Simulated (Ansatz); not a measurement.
MoP:
```cif
data_Mo4P4
_chemical_formula_sum 'Mo4 P4'
_space_group_name_H-M_alt 'I41md'
_space_group_IT_number 109
_space_group_name_Hall 'I 4bw -2'
_cell_length_a 3.22033
_cell_length_b 3.22033
_cell_length_c 11.23502
_cell_angle_alpha 90.000
_cell_angle_beta 90.000
_cell_angle_gamma 90.000
loop_
_atom_site_label
_atom_site_type_symbol
_atom_site_symmetry_multiplicity
_atom_site_Wyckoff_symbol
_atom_site_fract_x
_atom_site_fract_y
_atom_site_fract_z
_atom_site_occupancy
Mo1 Mo 4 a 0.00000 0.00000 0.74920 1
P1 P 4 a 0.00000 0.00000 0.16680 1
```
(The calculation used a cell of 4 atoms; values per cell refer to that cell.)

This is the PBE-relaxed structure.

Question: All from DFT-PBE in the program Ansatz with PAW potentials, unless another level is named. Estimate the electronic character.

Answer: metallic (no gap).

Question: Next, the formation energy from the elements (no fitted shifts)?

Answer: -0.65 eV/atom.

Question: What about the density of states at the Fermi level?

Answer: 0.67 states/eV per atom (mean over ±0.08 eV).

Space group I4_1md. A made-up cell: these elements were put on the sites of a structure type; neither database checked (COD, Materials Project) lists it. COD files the formula under space group No. 187, so this cell is another polymorph or a model. Its standing as an ambient phase is unchecked. Symmetry was held in the PBE relaxation; whether a distortion lowers the energy is not shown. No spin polarisation was allowed. The references are the lowest solids computed at this level, not always the standard phases. Scalar-relativistic: spin–orbit coupling is off unless named, which matters more the heavier the elements.

Potentials: the later of the program's two PAW sets.
